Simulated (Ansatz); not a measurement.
Starting cell, TiO2 (rutile):

```
TiO2
1.0
    4.59673     0.00000     0.00000
    0.00000     4.59673     0.00000
    0.00000     0.00000     2.95369
Ti O
2 4
Cartesian
  0.00000   0.00000   0.00000
  2.29836   2.29836   1.47685
  1.40022   1.40022   0.00000
  3.69858   0.89815   1.47685
  0.89815   3.69858   1.47685
  3.19651   3.19651   0.00000
```

In this cell atom 2 (Ti, nearest neighbour O at 1.948 Å; its periodic images, 3.0 Å or more away, move with it) is moved by s along Cartesian [110], unit vector (0.707, 0.707, 0.000); all other atoms and the cell stay fixed.

Computed with r2SCAN (plane waves to 500 eV, PAW, scalar-relativistic; Ansatz, a program for electronic structure). k mesh 6×6×9 (Γ-centred), Fermi-Dirac smearing 0.05 eV. E stands for the smeared free energy. TiO2 is run without spin polarisation. TiO2 was relaxed with its symmetry unable to fall. The zero of ΔE is the undisplaced structure.

| s (Å) | ΔE (meV/cell) |
|---|---|
| -0.190 | 399 |
| -0.152 | 254 |
| -0.114 | 142 |
| -0.076 | 63 |
| -0.038 | 16 |
| 0.000 | 0 |
| 0.038 | 16 |
| 0.076 | 63 |
| 0.114 | 142 |
| 0.152 | 254 |
| 0.190 | 399 |

### Question
What force constant k = d²E/ds² at s = 0 does the table give?

### Answer
22 eV/Å². It is the second difference of the nearest points, corrected with the next pair.

### Question
With k = 21.78 eV/Å² from the forces, is the well harmonic out to s = 0.190 Å?

### Answer
½ks² = 393 meV/cell against the computed 399 meV/cell, so the well is close to harmonic there.

(For displaced atoms, the force is minus the slope of the energy, and its curvature is a force constant, which sets phonon frequencies.)
